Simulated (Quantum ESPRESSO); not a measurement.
# AlGaMgF8: finding a planted mistake in a log

Computed values, not a measurement. The program is pw.x of Quantum ESPRESSO 7.5 (plane-wave density functional theory). The cell is made up: 11 atoms on a rutile lattice with one site empty, with randomly drawn elements, strain and displacements, not relaxed. PseudoDojo standard norm-conserving files (v0.5 for PBE, v0.4.1 for LDA and PBEsol) set the functional; there is no spin polarisation, spin-orbit coupling or dispersion term, and the masses in the input are unused placeholders.

Intended input:

```
&control calculation='scf', pseudo_dir='./dojo.nc.sr.pbe.v0_5.standard.upf', outdir='./o', disk_io='medium', tprnfor=.true., tstress=.true. /
&system ibrav=0, nat=11, ntyp=4, nbnd=47, ecutwfc=84.00895049, nosym=.true., tot_charge=0,
 occupations='smearing', smearing='fd', degauss=0.0018374661
/
&electrons conv_thr=7.350e-09, electron_maxstep=60, /
ATOMIC_SPECIES
Al 1.0 Al.upf
F 1.0 F.upf
Ga 1.0 Ga.upf
Mg 1.0 Mg.upf
CELL_PARAMETERS angstrom
4.5388 0.0618 0.0227
0.0618 4.6645 0.0102
0.03 0.0134 5.9946
ATOMIC_POSITIONS angstrom
Al -0.029 0.026 -0.0043
Ga 2.3258 2.4008 1.4985
Mg 0.0731 0.019 2.979
F 1.4298 1.4412 -0.0563
F 3.1857 3.2916 0.0196
F 3.6869 0.9737 1.4897
F 0.9494 3.8038 1.4873
F 1.3977 1.4775 3.0026
F 3.2186 3.28 2.998
F 3.7007 0.9717 4.5048
F 0.9656 3.7968 4.5137
K_POINTS automatic
5 5 4 1 1 1
```

The log is shortened where brackets say so; the opening notice, blank lines, dates and the lines on written files are dropped, and the path of the files is cut. It prints rydbergs, bohrs and kilobars, and counts compression as positive stress. Where no state is partly filled, the Fermi energy that it prints is only some level between the filled and the empty states on the mesh, and need not lie in the true gap.

Log of the intended run:

```
     Program PWSCF v.7.5
     Parallel version (MPI & OpenMP), running on       1 processor cores
     Number of MPI processes:                 1
     Threads/MPI process:                     1
     [start-up lines left out]
     bravais-lattice index     =            0
     lattice parameter (alat)  =       8.5780  a.u.
     unit-cell volume          =     856.2720 (a.u.)^3
     number of atoms/cell      =           11
     number of atomic types    =            4
     number of electrons       =        82.00
     number of Kohn-Sham states=           47
     kinetic-energy cutoff     =      84.0090  Ry
     charge density cutoff     =     336.0358  Ry
     scf convergence threshold =      7.3E-09
     mixing beta               =       0.7000
     number of iterations used =            8  plain     mixing
     Exchange-correlation= PBE
                           (   1   4   3   4   0   0   0)
     [axes and pseudopotential details left out]
   Cartesian axes
     site n.     atom                  positions (alat units)
         1        Al     tau(   1) = (  -0.0063887   0.0057278  -0.0009473  )
         2        Ga     tau(   2) = (   0.5123723   0.5288947   0.3301186  )
         3        Mg     tau(   3) = (   0.0161039   0.0041857   0.6562718  )
         4        F      tau(   4) = (   0.3149840   0.3174955  -0.0124029  )
         5        F      tau(   5) = (   0.7018077   0.7251374   0.0043179  )
         6        F      tau(   6) = (   0.8122218   0.2145055   0.3281800  )
         7        F      tau(   7) = (   0.2091522   0.8379748   0.3276513  )
         8        F      tau(   8) = (   0.3079124   0.3254923   0.6614709  )
         9        F      tau(   9) = (   0.7090556   0.7225820   0.6604575  )
        10        F      tau(  10) = (   0.8152619   0.2140649   0.9924046  )
        11        F      tau(  11) = (   0.2127211   0.8364327   0.9943653  )
     number of k points=    50  Fermi-Dirac smearing, width (Ry)=  0.0018
                       cart. coord. in units 2pi/alat
        k(    1) = (   0.0982361   0.0958084   0.0939477), wk =   0.0400000
        k(    2) = (   0.0972948   0.0954069   0.2832602), wk =   0.0400000
     [further k points left out]
     Dense  grid:    89033 G-vectors     FFT dimensions: (  54,  54,  72)
     Estimated max dynamical RAM per process >     131.05 MB
     Initial potential from superposition of free atoms
     starting charge      81.9940, renormalised to      82.0000
     Starting wfcs are   50 randomized atomic wfcs
     total cpu time spent up to now is       12.2 secs
     per-process dynamical memory:    83.4 Mb
     Self-consistent Calculation
     iteration #  1     ecut=    84.01 Ry     beta= 0.70
     Davidson diagonalization with overlap
     ethr =  1.00E-02,  avg # of iterations =  3.1
     total cpu time spent up to now is       42.2 secs
     total energy              =    -671.24008312 Ry
     estimated scf accuracy    <       1.42961411 Ry
     iteration #  2     ecut=    84.01 Ry     beta= 0.70
     Davidson diagonalization with overlap
     ethr =  1.74E-03,  avg # of iterations =  2.7
     total cpu time spent up to now is       75.4 secs
     total energy              =    -671.60017415 Ry
     estimated scf accuracy    <       1.28424788 Ry
     [iterations 3 to 9 left out]
     iteration # 10     ecut=    84.01 Ry     beta= 0.70
     Davidson diagonalization with overlap
     ethr =  9.79E-11,  avg # of iterations =  2.0
     total cpu time spent up to now is      346.9 secs
     total energy              =    -671.87289381 Ry
     estimated scf accuracy    <          7.5E-09 Ry
     iteration # 11     ecut=    84.01 Ry     beta= 0.70
     Davidson diagonalization with overlap
     ethr =  9.17E-12,  avg # of iterations =  2.0
     total cpu time spent up to now is      377.2 secs
     End of self-consistent calculation
     [lines on levels left out]
     the Fermi energy is     4.1865 ev
!    total energy              =    -671.87289381 Ry
     estimated scf accuracy    <          5.2E-10 Ry
     smearing contrib. (-TS)   =       0.00000000 Ry
     internal energy E=F+TS    =    -671.87289381 Ry
     The total energy is F=E-TS. E is the sum of the following terms:
     one-electron contribution =    -353.63920211 Ry
     hartree contribution      =     223.67008131 Ry
     xc contribution           =    -148.84475874 Ry
     ewald contribution        =    -393.05901426 Ry
     convergence has been achieved in  11 iterations
     Forces acting on atoms (cartesian axes, Ry/au):
     atom    1 type  1   force =     0.01518427    0.00161377   -0.15357530
     atom    2 type  3   force =    -0.01245814   -0.01405159    0.04565620
     atom    3 type  4   force =    -0.01425166    0.00000182    0.09777004
     atom    4 type  2   force =    -0.03892484   -0.03329918    0.07243584
     atom    5 type  2   force =     0.04386797    0.04393065    0.04732927
     atom    6 type  2   force =     0.01282065   -0.01875672   -0.04754581
     atom    7 type  2   force =    -0.01407038    0.01028546   -0.05805215
     atom    8 type  2   force =     0.01536159    0.01236392   -0.08239027
     atom    9 type  2   force =    -0.00225731    0.00054737   -0.07503470
     atom   10 type  2   force =     0.02861878   -0.03547079    0.07670613
     atom   11 type  2   force =    -0.03389093    0.03283529    0.07670076
     Total force =     0.292091     Total SCF correction =     0.000068
     Computing stress (Cartesian axis) and pressure
          total   stress  (Ry/bohr**3)                   (kbar)     P=      -56.80
  -0.00010342  -0.00043990  -0.00005392          -15.21      -64.71       -7.93
  -0.00043990  -0.00021476  -0.00001122          -64.71      -31.59       -1.65
  -0.00005392  -0.00001122  -0.00084020           -7.93       -1.65     -123.60
     init_run     :     10.51s CPU     12.16s WALL (       1 calls)
     electrons    :    328.72s CPU    364.97s WALL (       1 calls)
     forces       :      4.64s CPU      4.68s WALL (       1 calls)
     stress       :     16.94s CPU     17.02s WALL (       1 calls)
     [timing details left out]
     PWSCF        :   6m 1.02s CPU   6m40.30s WALL
     JOB DONE.
```

A second run was made from an input with one planted mistake. Its log:

```
     Program PWSCF v.7.5
     Parallel version (MPI & OpenMP), running on       1 processor cores
     Number of MPI processes:                 1
     Threads/MPI process:                     1
     [start-up lines left out]
     bravais-lattice index     =            0
     lattice parameter (alat)  =       8.5780  a.u.
     unit-cell volume          =     856.2720 (a.u.)^3
     number of atoms/cell      =           11
     number of atomic types    =            4
     number of electrons       =        82.00
     number of Kohn-Sham states=           65
     kinetic-energy cutoff     =      84.0090  Ry
     charge density cutoff     =     336.0358  Ry
     scf convergence threshold =      7.3E-09
     mixing beta               =       0.7000
     number of iterations used =            8  plain     mixing
     Exchange-correlation= PBE
                           (   1   4   3   4   0   0   0)
     [axes and pseudopotential details left out]
   Cartesian axes
     site n.     atom                  positions (alat units)
         1        Al     tau(   1) = (  -0.0063887   0.0057278  -0.0009473  )
         2        Ga     tau(   2) = (   0.5123723   0.5288947   0.3301186  )
         3        Mg     tau(   3) = (   0.0161039   0.0041857   0.6562718  )
         4        F      tau(   4) = (   0.3149840   0.3174955  -0.0124029  )
         5        F      tau(   5) = (   0.7018077   0.7251374   0.0043179  )
         6        F      tau(   6) = (   0.8122218   0.2145055   0.3281800  )
         7        F      tau(   7) = (   0.2091522   0.8379748   0.3276513  )
         8        F      tau(   8) = (   0.3079124   0.3254923   0.6614709  )
         9        F      tau(   9) = (   0.7090556   0.7225820   0.6604575  )
        10        F      tau(  10) = (   0.8152619   0.2140649   0.9924046  )
        11        F      tau(  11) = (   0.2127211   0.8364327   0.9943653  )
     number of k points=    50  Fermi-Dirac smearing, width (Ry)=  0.0419
                       cart. coord. in units 2pi/alat
        k(    1) = (   0.0982361   0.0958084   0.0939477), wk =   0.0400000
        k(    2) = (   0.0972948   0.0954069   0.2832602), wk =   0.0400000
     [further k points left out]
     Dense  grid:    89033 G-vectors     FFT dimensions: (  54,  54,  72)
     Estimated max dynamical RAM per process >     146.75 MB
     Initial potential from superposition of free atoms
     starting charge      81.9940, renormalised to      82.0000
     Starting wfcs are   50 randomized atomic wfcs +   15 random wfcs
     total cpu time spent up to now is       19.3 secs
     per-process dynamical memory:    86.7 Mb
     Self-consistent Calculation
     iteration #  1     ecut=    84.01 Ry     beta= 0.70
     Davidson diagonalization with overlap
     ethr =  1.00E-02,  avg # of iterations =  6.1
     total cpu time spent up to now is       77.5 secs
     total energy              =    -671.30276619 Ry
     estimated scf accuracy    <       1.35369636 Ry
     iteration #  2     ecut=    84.01 Ry     beta= 0.70
     Davidson diagonalization with overlap
     ethr =  1.65E-03,  avg # of iterations =  2.5
     total cpu time spent up to now is      124.9 secs
     total energy              =    -671.57818501 Ry
     estimated scf accuracy    <       1.28810053 Ry
     [iterations 3 to 9 left out]
     iteration # 10     ecut=    84.01 Ry     beta= 0.70
     Davidson diagonalization with overlap
     ethr =  1.21E-10,  avg # of iterations =  2.0
     total cpu time spent up to now is      470.3 secs
     total energy              =    -671.87673555 Ry
     estimated scf accuracy    <       0.00000002 Ry
     iteration # 11     ecut=    84.01 Ry     beta= 0.70
     Davidson diagonalization with overlap
     ethr =  1.97E-11,  avg # of iterations =  2.0
     total cpu time spent up to now is      516.1 secs
     End of self-consistent calculation
     [lines on levels left out]
     the Fermi energy is     5.3958 ev
!    total energy              =    -671.87673556 Ry
     estimated scf accuracy    <          3.2E-10 Ry
     smearing contrib. (-TS)   =      -0.02107245 Ry
     internal energy E=F+TS    =    -671.85566310 Ry
     The total energy is F=E-TS. E is the sum of the following terms:
     one-electron contribution =    -353.65964917 Ry
     hartree contribution      =     223.70354274 Ry
     xc contribution           =    -148.84054241 Ry
     ewald contribution        =    -393.05901426 Ry
     convergence has been achieved in  11 iterations
     Forces acting on atoms (cartesian axes, Ry/au):
     atom    1 type  1   force =     0.01498419    0.00162619   -0.14786115
     atom    2 type  3   force =    -0.01248443   -0.01408503    0.04448628
     atom    3 type  4   force =    -0.01423092    0.00007745    0.09407379
     atom    4 type  2   force =    -0.04065237   -0.03520934    0.06869699
     atom    5 type  2   force =     0.04567169    0.04587450    0.04385401
     atom    6 type  2   force =     0.01420309   -0.02014491   -0.04713794
     atom    7 type  2   force =    -0.01539101    0.01179086   -0.05766527
     atom    8 type  2   force =     0.01363276    0.01061151   -0.07815660
     atom    9 type  2   force =    -0.00061019    0.00220005   -0.07098464
     atom   10 type  2   force =     0.02823020   -0.03504943    0.07533457
     atom   11 type  2   force =    -0.03335300    0.03230815    0.07535996
     Total force =     0.284110     Total SCF correction =     0.000063
     Computing stress (Cartesian axis) and pressure
          total   stress  (Ry/bohr**3)                   (kbar)     P=      -51.34
  -0.00008265  -0.00044132  -0.00005419          -12.16      -64.92       -7.97
  -0.00044132  -0.00019180  -0.00001106          -64.92      -28.21       -1.63
  -0.00005419  -0.00001106  -0.00077254           -7.97       -1.63     -113.64
     init_run     :     14.23s CPU     19.16s WALL (       1 calls)
     electrons    :    451.70s CPU    496.77s WALL (       1 calls)
     forces       :      7.84s CPU      7.94s WALL (       1 calls)
     stress       :     27.76s CPU     27.89s WALL (       1 calls)
     [timing details left out]
     PWSCF        :   8m21.85s CPU   9m12.89s WALL
     JOB DONE.
```

Question: what was wrong in the second input?

Answer: the smearing is too wide. The input lines that differ, file-writing options aside:

```
- &system ibrav=0, nat=11, ntyp=4, nbnd=47, ecutwfc=84.00895049, nosym=.true., tot_charge=0,
+ &system ibrav=0, nat=11, ntyp=4, nbnd=65, ecutwfc=84.00895049, nosym=.true., tot_charge=0,
-  occupations='smearing', smearing='fd', degauss=0.0018374661
+  occupations='smearing', smearing='fd', degauss=0.0418942273
```

|  | intended run | run with the mistake |
| --- | --- | --- |
| free energy (eV) | -9141.296 | -9141.349 |
| smearing term -TS (eV) | 0.0000 | -0.2867 |
| pressure (GPa) | -5.68 | -5.13 |
| largest force component (eV/Å) | 3.949 | 3.802 |
| largest change of a force component (eV/Å) |  | 0.147 |
| iterations | 11 | 11 |

For scale, a rerun of the intended cell at 1437 eV and a 7 x 7 x 6 mesh moved values by no more than 0.004 eV in energy, 0.02 GPa in stress and 0.010 eV/Å in force. The number of bands, nbnd, was set by rule from the electron count and the smearing, so it follows the mistake.